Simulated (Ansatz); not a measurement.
Given:

Mo (bcc, W type)

Space group Im-3m (No. 229); a = b = c = 3.1607 Å, α = β = γ = 90.00°

```tsv
atom	site	symmetry	x	y	z
Mo	2a	m-3m	0.0000	0.0000	0.0000
```
(The calculation used a cell of 1 atom; values per cell refer to that cell.)

The volume is varied about the relaxed value V₀ at fixed cell shape. Symmetry pins the atoms to their sites.

Method: PBE (plane waves to 420 eV, PAW, scalar-relativistic; Ansatz, a program for electronic structure). k mesh 21×21×21 (Γ-centred), Fermi-Dirac smearing 0.05 eV. E stands for the smeared free energy. Compression counts positive. Mo is run without spin polarisation. Mo was relaxed with its symmetry unable to fall. ΔE is measured from the relaxed starting cell.

The scan covers V/V₀ from 0.940 to 1.060 in 11 points.

Problem. What is the fitted pressure derivative B₀′?

Solution. 4.3.

Problem. What bulk modulus B₀ follows from a third-order Birch-Murnaghan fit?

Solution. 259 GPa.

(A scan under strain: stresses follow from slopes of the energy per volume, elastic moduli from its curvatures.)
